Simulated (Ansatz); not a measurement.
Values for one crystal, relaxed and computed with plane-wave PAW PBE (Ansatz code); other levels are named.

- Volume per atom = 14.51 Å³
- Band gap = 3.71 eV (indirect)
- Formation energy from the elements (no fitted shifts) = -103 kJ/mol of atoms
- Smallest direct gap on the standard path = 5.08 eV
- Valence-band maximum = at Γ
- Electron effective mass = 0.31, 0.53, 0.53 mₑ (principal values)
- Hole effective mass, band 2 of 2 at the edge = 0.27 along x, 1.4 along z (mₑ)

**Question.** Pick the material that matches.
A. GaN, wurtzite
B. CdS, wurtzite
C. BeS, wurtzite
D. La2S3O12, R-3c (La on 12c, S on 18e, O on 36f, O on 36f)

**Answer.** C, BeS, wurtzite

Space group P6_3mc (wurtzite). The start of the workflow was typed in or built on a structure type; neither database checked (COD, Materials Project) lists it. COD files the formula under space group No. 216, so this cell is another polymorph or a model. Its standing as an ambient phase is unchecked. The PBE relaxation kept the symmetry of its start; whether a distortion lowers the energy is not shown. The references are the lowest solids computed at this level, not always the standard phases.

Potentials: the earlier of the program's two PAW sets.
